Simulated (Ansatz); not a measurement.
# Structures of Sn2O: which is lowest?

Plane-wave DFT in Ansatz with scalar-relativistic PAW potentials, cutoff 420 eV, Γ-centred meshes chosen by cell and gap, Gaussian smearing with energies taken to zero width. Every cell was relaxed (cell and atoms) in a run of its own, within the symmetry of its start. Functional: PBEsol.

Relaxed structures (starts from databases or built by putting these elements on another compound's sites):
A. Pn-3m, 6 atoms in the computed cell, a = 5.113 Å; sites (symmetry × multiplicity) Sn .-3m × 4, O -43m × 2; start: built
B. P-3m1, 3 atoms in the computed cell, a = 3.214 Å, c = 6.320 Å; sites (symmetry × multiplicity) Sn 3m. × 2, O -3m. × 1; start: built

Q: Rank them by energy. Could pressure change the order?

A:
```tsv
structure	group	E − E(lowest) (meV/atom)	V (Å³/atom)	gap on mesh (eV)
B	P-3m1	0.0	18.84	0.00
A	Pn-3m	41	22.28	0.00
```

B is lowest, 41 meV/atom under A. The lowest is also the densest of these, so pressure wouldn't bring one of the others in at first order. Other structures may lie lower than all of these, and vibrations aren't counted.